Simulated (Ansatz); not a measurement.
## BaV₂Co₃H₂O₁₀ — electric field gradients

The cell is a measured structure from the Crystallography Open Database (COD) whose atoms were relaxed with PBE, the cell held.

```yaml
crystal:
  lattice:
    - [2.96050, 1.70925, 7.00533]
    - [-2.96050, 1.70925, 7.00533]
    - [0.00000, -3.41849, 7.00533]
  atoms:
    - { symbol: Ba, position: [0.50000, 0.50000, 0.50000] }
    - { symbol: V, position: [0.08652, 0.08652, 0.08652] }
    - { symbol: V, position: [0.91348, 0.91348, 0.91348] }
    - { symbol: Co, position: [0.50000, 0.50000, 0.00000] }
    - { symbol: Co, position: [0.00000, 0.50000, 0.50000] }
    - { symbol: Co, position: [0.50000, 0.00000, 0.50000] }
    - { symbol: H, position: [0.76145, 0.76145, 0.76145] }
    - { symbol: H, position: [0.23855, 0.23855, 0.23855] }
    - { symbol: O, position: [0.16652, 0.16652, 0.16652] }
    - { symbol: O, position: [0.83348, 0.83348, 0.83348] }
    - { symbol: O, position: [0.22393, 0.73470, 0.22393] }
    - { symbol: O, position: [0.22393, 0.22393, 0.73470] }
    - { symbol: O, position: [0.73470, 0.22393, 0.22393] }
    - { symbol: O, position: [0.77607, 0.26530, 0.77607] }
    - { symbol: O, position: [0.26530, 0.77607, 0.77607] }
    - { symbol: O, position: [0.77607, 0.77607, 0.26530] }
    - { symbol: O, position: [0.71314, 0.71314, 0.71314] }
    - { symbol: O, position: [0.28686, 0.28686, 0.28686] }
```

Atoms are numbered from 1 in the order listed; like atoms form one site, named after its first atom.

Level of theory: DFT, PBE, plane waves and PAW, scalar-relativistic, collinear spin, 420 eV cutoff, Γ-centred 5×5×5 k-points, Fermi–Dirac smearing 0.02 eV (Ansatz 0.2.0). Start moments as typed (μB): 3 on each Co, none on the rest.

V_zz is the principal component of the electric field gradient with the largest magnitude, η = (V_xx − V_yy)/V_zz and C_Q = eQV_zz/h.

137Ba: I = 3/2, Q = 236.0 mb; ⁵¹V: I = 7/2, Q = -52.00 mb; 59Co: I = 7/2, Q = 420.0 mb; ²H: I = 1, Q = 2.858 mb; 17O: I = 5/2, Q = -25.58 mb. Nuclear quadrupole moments: year-2017 set (Pyykkö).

(1) Give the quadrupolar parameters of the distinct sites.

Answers

(1) 

```
site  atoms (order as listed)                                         first shell  V_zz (10²¹ V/m²)     η  C_Q (MHz)
  Ba                        1                                       6 O at 2.83 Å            -17.10  0.00      -97.6
   V                     2, 3                                  4 O at 1.68–1.76 Å             -0.64  0.00      0.799
  Co                  4, 5, 6                                  6 O at 1.97–2.15 Å             -6.44  0.17      -65.4
   H                     7, 8                   1 O at 1.02 Å; also 1 O at 1.51 Å              2.44  0.00      0.169
  O9                    9, 10                   1 V at 1.68 Å; also 1 H at 1.51 Å              2.02  0.00      -1.25
 O11   11, 12, 13, 14, 15, 16  1 V at 1.76 Å, 2 Co at 2.15 Å; also 1 Ba at 2.83 Å             -3.51  0.65       2.17
 O17                   17, 18                       1 H at 1.02 Å, 3 Co at 1.97 Å              6.99  0.00      -4.32
```

An axis of threefold or higher order runs through Ba, V, H, O9 and O17, so V_zz lies along it and η is zero. At O11 V_zz stands upright on the plane through its three neighbours (within 7°).

Without spin–orbit coupling (the program notes it for Ba) the gradients can shift somewhat, as the gap is small. With these PAW files V_zz is typically within 2 to 3 % of all-electron values, but misses above 10 % occur on Co. The entry's hydrogen positions were far off; the other atoms hardly move on relaxation. With a gap of 0.3 eV on this mesh, small gradients can still move by 0.1 × 10²¹ V/m² or more as the k-mesh gets denser. All moments are parallel here, as the start or the cell imposes; many such compounds order antiparallel, where fields and spin densities carried over to other atoms largely cancel. The magnetic order is the one that the run reached from its start moments, not necessarily the measured one.
